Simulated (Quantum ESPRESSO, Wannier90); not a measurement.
Wannierisation of CaHI (P4/nmm, isolated units)

```
begin unit_cell_cart
ang
    4.0233400000    0.0000000000    0.0000000000
    0.0000000000    4.0233400000    0.0000000000
    0.0000000000    0.0000000000    9.3431300000
end unit_cell_cart
begin atoms_frac
Ca   0.0000000000  0.5000000000  0.1301900000
Ca   0.5000000000  0.0000000000 -0.1301900000
H    0.5000000000  0.5000000000  0.0000000000
H    0.0000000000  0.0000000000  0.0000000000
I    0.0000000000  0.5000000000 -0.3002100000
I    0.5000000000  0.0000000000  0.3002100000
end atoms_frac
```

Cell from Materials Project (mp-24204), symmetrised, no further relaxation. Level: PBEsol, no spin polarisation, no spin-orbit coupling; pw.x of Quantum ESPRESSO at 58 Ry with PseudoDojo potentials, 6×6×4 k-points, Wannier90. Density: 8×8×4 mesh, cold smearing 0.01 Ry. The cell is built of weakly bound layers, chains or molecules, whose nearest atoms lie 4.69 Å apart, far more than in van der Waals crystals (3.2 to 4.2 Å): it describes nearly isolated units, such as a monolayer, not the bulk crystal. Spin-orbit coupling is left out although heavy elements are present.

Bands 9-18 form an isolated set from -11.58 to 0.00 eV relative to the valence-band maximum (on the path) and are turned into 10 Wannier functions by minimising the spread from the start: s functions at random places.

Task: Where do the functions sit, how wide are they and what are they made of?

Result: 
```
functions  spread (Å²)  nearest atom, distance (Å)  second atom, distance (Å)  weight on atomic waves
---------  -----------  --------------------------  -------------------------  ----------------------
2                 1.66                      H 0.00                    Ca 2.35   H 1s 81 %, Ca 4s 11 %
2                 1.78                      I 0.50                    Ca 3.52    I 5p 65 %, I 5s 33 %
6                 1.84                      I 0.64                    Ca 2.68    I 5p 72 %, I 5s 21 %
```

Ω_I = 15.44 Å², Ω_total = 17.93 Å²; the interpolated bands follow pw.x to 1.9 meV rms on the path. It is the lowest total spread that any start reached here.
